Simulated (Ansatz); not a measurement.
## ¹⁴N nuclear quadrupole resonance in Si₃N₄

Cell: a COD entry (perhaps calculated rather than measured), its atoms then relaxed with PBE in this cell.

Space group Fd-3m:1 (No. 227); a = 7.6765 Å.

| site | Wyckoff | site symmetry | x | y | z |
| --- | --- | --- | --- | --- | --- |
| Si1 | 16d | .-3m | 0.1250 | 0.1250 | 0.6250 |
| Si5 | 8a | -43m | 0.5000 | 0.5000 | 0.0000 |
| N | 32e | .3m | 0.8822 | 0.8822 | 0.3822 |

One atom of each set is listed; the run and its k-mesh use a cell of 14 atoms with edges of 5.43, 5.43, 5.43 Å.

Computed with Ansatz: DFT, r2SCAN, plane waves and PAW (field gradients read without the response of the frozen cores, which leaves them typically 4 to 6 % off), scalar-relativistic, 500 eV cutoff, Γ-centred 6×6×6 k-points, Fermi–Dirac smearing 0.02 eV.

¹⁴N: I = 1, Q = 20.44 mb (year-2017 value). Static lattice, zero field.

Problem. The simulated lines lie at 1.11 MHz. What are |C_Q|, η and |V_zz| at N?

Solution. For I = 1 the lines are ν± = (3/4)|C_Q|(1 ± η/3) and ν₀ = |C_Q|η/2. Here |C_Q| = 1.47 MHz, η = 0.00 and |V_zz| = 2.98 × 10²¹ V/m². The calculation gives V_zz positive; the lines don't show the sign. The site has 4 Si at 1.76–1.87 Å.

An axis of threefold or higher order runs through N, so V_zz lies along it and η is zero.

At this cell the r2SCAN pressure is 7 GPa, so with r2SCAN the cell would grow if it were relaxed.
